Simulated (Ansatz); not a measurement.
# Ca: energy along a strain

Ca, Fm-3m, a = 5.588 Å (as given, not relaxed at this level: -1.2 GPa). Ansatz: PBEsol, PAW, 420 eV, Γ-centred 14×14×14 mesh on 1 atom, Gaussian smearing 0.15 eV; no spin polarisation. Cell vectors (Å): 0.000 2.794 2.794; 2.794 0.000 2.794; 2.794 2.794 0.000. The cell is strained by x per cent times the pattern (1 0 0 0 0 0) in the order xx yy zz yz xz xy (engineering shears), with fractional coordinates held. y is the free energy over the start, V0 = 43.632 Å³/atom. Points with a strain past 8.5 % were computed too (3) and aren't used here.

```
x (%) y (meV/atom)
-7.50             ?
-5.00         -9.15
-2.50         -6.25
 0.00          0.00
 2.50          9.52
 5.00         22.22
 7.50         37.97
```

Task: Fit y = c1 x + c2 x² + c3 x³ to the other rows, get the stiffness along the pattern, and predict the missing energy.

Result: Least squares on the rows shown. y = 3.1627 x + 0.26132 x² − 0.0010611 x³. The clamped-ion stiffness p·C·p = 2 × 2.613 eV × 160.2 / 43.632 Å³ = 19.2 GPa, which is C11 in these axes (second derivative at the start, which stands under stress). At x = -7.50 the fit asked for gives -8.57 meV/atom. The run gave -8.59 meV/atom, so the fit is 0.02 meV/atom too high, a small miss on the scale of the series.